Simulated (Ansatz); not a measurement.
The end point of a relaxation of MgO. Space group P-6m2 (No. 187), AFLOW prototype AB_hP2_187_d_a (B_h, as in WC). These are PBEsol (plane waves to 420 eV, PAW, scalar-relativistic; Ansatz, an electronic-structure program) values and carry that method's errors.

```cif
data_MgO
_chemical_formula_sum 'Mg1 O1'
_space_group_name_H-M_alt 'P 1'
_space_group_IT_number 1
_cell_length_a 2.90886
_cell_length_b 2.90886
_cell_length_c 2.65717
_cell_angle_alpha 90.000
_cell_angle_beta 90.000
_cell_angle_gamma 120.000
loop_
_space_group_symop_operation_xyz
  'x, y, z'
loop_
_atom_site_label
_atom_site_type_symbol
_atom_site_fract_x
_atom_site_fract_y
_atom_site_fract_z
_atom_site_occupancy
Mg1 Mg 0.00000 0.00000 0.00000 1
O1 O 0.66667 0.33333 0.50000 1
```

```yaml
volume_per_atom: 9.74 Å³
band_gap: 3.14 eV, indirect (valence top at K, conduction bottom at Γ) (no spin-orbit coupling)
smallest_direct_gap: 3.56 eV at Γ
shortest_distances: Mg–O 2.14 Å; Mg–Mg 2.66 Å; O–O 2.66 Å
k-mesh: 13×13×12
```

No spin polarisation in the result.

The run could not lose the symmetry of its start.

All atoms sit on sites fixed by symmetry, so only the cell could relax.

The first start was generated by placing the elements on the sites of a structure type. Materials Project lists a structure of MgO in the same space group, P-6m2 (No. 187); the sites were not compared with it, nor with measured phases. Known forms of MgO include space group No. 225.
